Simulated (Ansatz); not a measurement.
The start is a generated cell, FeSi placed in the FeSi structure type. The structure is fully relaxed (lattice and positions, P = 0) with PBEsol (plane waves to 420 eV, PAW, scalar-relativistic; Ansatz, a program for electronic structure). The first steps use a coarse 5×5×5 k-mesh.

The start:
```
FeSi
1.0
    4.48688     0.00000     0.00000
    0.00000     4.48688     0.00000
    0.00000     0.00000     4.48688
Fe Si
4 4
Direct
  0.13652   0.13652   0.13652
  0.63652   0.36348   0.86348
  0.86348   0.63652   0.36348
  0.36348   0.86348   0.63652
  0.84240   0.84240   0.84240
  0.34240   0.65760   0.15760
  0.15760   0.34240   0.65760
  0.65760   0.15760   0.34240
```
Spin-polarised start, with parallel moments on Fe.

```yaml
initial_pressure: "-12.4 GPa (negative: the cell is under tension)"
volume_change: -5.5 %, from 11.29 to 10.67 Å³/atom
band_gap_at_the_end: "no clear gap: the sampled points leave 0.14 eV away from the symmetry points, which may be a band crossing missed between them"
moments_at_the_end: zero (the starting moments vanished)
optimiser_moves: 4
```

Relaxed structure:

```cif
data_Fe4Si4
_chemical_formula_sum 'Fe4 Si4'
_space_group_name_H-M_alt 'P213'
_space_group_IT_number 198
_space_group_name_Hall 'P 2ac 2ab 3'
_cell_length_a 4.40352
_cell_length_b 4.40352
_cell_length_c 4.40352
_cell_angle_alpha 90.000
_cell_angle_beta 90.000
_cell_angle_gamma 90.000
loop_
_atom_site_label
_atom_site_type_symbol
_atom_site_symmetry_multiplicity
_atom_site_Wyckoff_symbol
_atom_site_fract_x
_atom_site_fract_y
_atom_site_fract_z
_atom_site_occupancy
Fe1 Fe 4 a 0.13702 0.13702 0.13702 1
Si1 Si 4 a 0.84123 0.84123 0.84123 1
```

Final values are on a 11×11×11 k-mesh of the relaxed cell. No spin polarisation in the result: the starting moments vanished. A magnetic state may lie lower.

The run could not lose the symmetry of its start; a randomly shaken copy of 8 atoms returns to this structure.
